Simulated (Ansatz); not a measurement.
**Moving the dispersion correction in Cd2S**

The cell as given:

Symmetry: P3m1, No. 156, trigonal system. Conventional cell: a = 3.963 Å, b = 3.963 Å, c = 5.809 Å, α = 90.00°, β = 90.00°, γ = 120.00°. Cd (site symmetry 3m) is surrounded by 1 S at 2.52 Å. Cd (site symmetry 3m) is surrounded by 3 S at 2.60 Å. S (site symmetry 3m) is surrounded by 4 Cd at 2.52 to 2.60 Å.

The cell comes from a database or a generator and needn't be the stable form of this composition.

Kept alike: task relaxation of cell and atoms; functional PBE; k mesh 8 × 8 × 5; occupations fermi-dirac, width 0.05 eV; no spin polarisation. Program: Ansatz, Ansatz PAW, cutoff 420 eV. The mesh is that of the run's cell of 3 atoms. No spin-orbit coupling.

| dispersion correction | volume (Å³/atom) | first edge of the run's cell (Å) | third edge of the run's cell (Å) |
| --- | --- | --- | --- |
| D3(BJ) | 24.755 | 3.849 | 5.788 |
| D3(BJ)-ATM | 24.926 | 3.861 | 5.791 |
| D4 | 24.829 | 3.854 | 5.791 |
| none | 26.322 | 3.960 | 5.814 |

The relaxations keep at least the cell's symmetry (P3m1). Relaxations stop with a little pressure left, so the last digits of a volume or edge aren't settled.

The volume runs from 24.755 (D3(BJ)) to 26.322 Å³/atom (none). Against no correction: D3(BJ) -6.0 %; D3(BJ)-ATM -5.3 %; D4 -5.7 %. Dispersion terms mostly attract and so lower the volume; the schemes' coefficients and damping set how far. The first edge of the run's cell runs from 3.849 (D3(BJ)) to 3.960 Å (none). The third edge of the run's cell runs from 5.788 (D3(BJ)) to 5.814 Å (none).
